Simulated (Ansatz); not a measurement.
## H in CaPd

Computed with DFT r2SCAN, scalar-relativistic, plane waves, PAW (Ansatz).

Settings: cutoff 500 eV, Γ-centred mesh 10×10×10 on the computed 2-atom cell, Gaussian smearing of 0.10 eV; no spin polarisation for the host; each changed cell takes a mesh and smearing chosen by its own gap and starts from the host's moments or customary ones, or runs without spin. Cells and atoms are relaxed to the nearest stationary point that keeps the symmetry of their start (forces under 0.02 to 0.04 eV/Å, stress under 0.1 to 0.2 GPa); energies are at zero smearing, without zero-point or thermal terms.

Relaxed host (gap on the mesh 0 eV):

```yaml
crystal:
  lattice:
    - [3.50569, 0.00000, 0.00000]
    - [0.00000, 3.50569, 0.00000]
    - [0.00000, 0.00000, 3.50569]
  atoms:
    - { symbol: Ca, position: [0.00000, 0.00000, 0.00000] }
    - { symbol: Pd, position: [0.50000, 0.50000, 0.50000] }
```

Cases: (1) 3 H in a 1×1×1 repeat of the cell, at (0.000 0.500 0.500), (0.500 0.000 0.500), (0.500 0.500 0.000) in fractions of that repeat, 1.75 Å from the nearest atom of the relaxed host; (2) 1 H in a 2×2×1 repeat of the cell, at (0.000 0.250 0.500) in fractions of that repeat, 1.75 Å from the nearest atom of the relaxed host.

Give the energy per H taken from half an H2 molecule (negative: uptake is favourable), the swelling and the final surroundings.

```
case formula energy per H (eV)  ΔV (%) principal strains (%) nearest host atoms of the first H  gap (eV)
   1   CaH3Pd              -0.51   +17.6         +5.5 +5.5 +5.5                 2 (Pd) from 1.85 Å         0
   2  Ca4HPd4              -0.68    +1.1         +1.9 +1.6 -2.4                 2 (Pd) from 1.86 Å         0
```

Each ion keeps what symmetry its start has, so a lower place off a symmetric site can be missed, above all for H.

Relaxed structure of case 2, the lowest per ion:

```
Ca Pd H
1.0
     6.84004    0.00000    0.00000
     0.00000    7.14671    0.00000
     0.00000    0.00000    3.56262
Ca Pd H
4 4 1
Direct
  0.00000 0.00216 0.00000
  0.00000 0.49784 0.00000
  0.50000 0.98809 0.00000
  0.50000 0.51191 0.00000
  0.27241 0.25000 0.50000
  0.23593 0.75000 0.50000
  0.72759 0.25000 0.50000
  0.76407 0.75000 0.50000
  0.00000 0.25000 0.50000
```

Cost: 3 runs of about 5.9 core-minutes in all, on Intel Xeon Platinum 8488C (Sapphire Rapids) (shared hosts).